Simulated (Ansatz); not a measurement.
The calculation used DFT PBE, scalar-relativistic, plane waves, PAW, and for the lanthanide a 4f-in-core norm-conserving potential, in Ansatz. Settings: cutoff 660 eV, Γ-centred meshes spaced at most about 0.3 Å⁻¹, and about 0.25 Å⁻¹ or finer for metals (2π included), Gaussian smearing. Collinear spin in cells that started with moments and kept them past the coarse steps, no spin elsewhere.

These are static total energies at zero pressure. All come from trial cells, and lower structures may exist.

Task: Which of these relaxed structures of NdAgO₄ is the lowest in energy?
A.

```
CELL_PARAMETERS angstrom
2.62879 -3.00386 0.00000
2.62879 3.00386 0.00000
0.00000 0.00000 5.07603
ATOMIC_POSITIONS crystal
Nd 0.00000 0.00000 0.00000
Ag 0.50000 0.50000 0.50000
O 0.61983 0.38017 0.00000
O 0.38017 0.61983 0.00000
O 0.50000 0.00000 0.50000
O 0.00000 0.50000 0.50000
```

B.

```
CELL_PARAMETERS angstrom
4.62415 0.00000 0.00000
-2.31208 4.00463 0.00000
0.00000 0.00000 4.26898
ATOMIC_POSITIONS crystal
Nd 0.66667 0.33333 0.50000
Ag 0.00000 0.00000 0.00000
O 0.50104 0.49896 0.00000
O 0.50104 0.00207 0.00000
O 0.99793 0.49896 0.00000
O 0.00000 0.00000 0.50000
```

C.

```
CELL_PARAMETERS angstrom
0.00000 3.29252 3.29252
3.29252 0.00000 3.29252
3.29252 3.29252 0.00000
ATOMIC_POSITIONS crystal
Nd 0.25000 0.25000 0.25000
Ag 0.00000 0.00000 0.00000
O 0.62388 0.62388 0.62388
O 0.62388 0.62388 0.12837
O 0.62388 0.12837 0.62388
O 0.12837 0.62388 0.62388
```

D.

```
CELL_PARAMETERS angstrom
4.05322 0.00000 0.00000
0.00000 4.05322 0.00000
0.00000 0.00000 5.06172
ATOMIC_POSITIONS crystal
Nd 0.00000 0.00000 0.00000
Ag 0.50000 0.50000 0.50000
O 0.50000 0.00000 0.73368
O 0.00000 0.50000 0.26632
O 0.50000 0.00000 0.26632
O 0.00000 0.50000 0.73368
```

Result: D. It has Nd and Ag ordered on fluorite sites, space group P4/mmm (No. 123); the next, B, with space group P-6m2 (No. 187), lies 42 meV/atom higher. Largest moments: D 0.7 μB, B 0.4 μB, A no spin, C no spin. Counting O atoms around Ag and Nd (those within 1.25 times the shortest such distance or 1.15 times the sum of covalent radii, 1.27 where that leaves under three), the lowest has Nd 8, Ag 8 and the next has Nd 9, Ag 8.

Another magnetic order may lie lower. Cells relaxed within their symmetry can be saddle points. Some types were kept out of the candidates beforehand, so the set may lack a known form.

The lanthanide is trivalent by construction, without f bands, f moments or other valences.
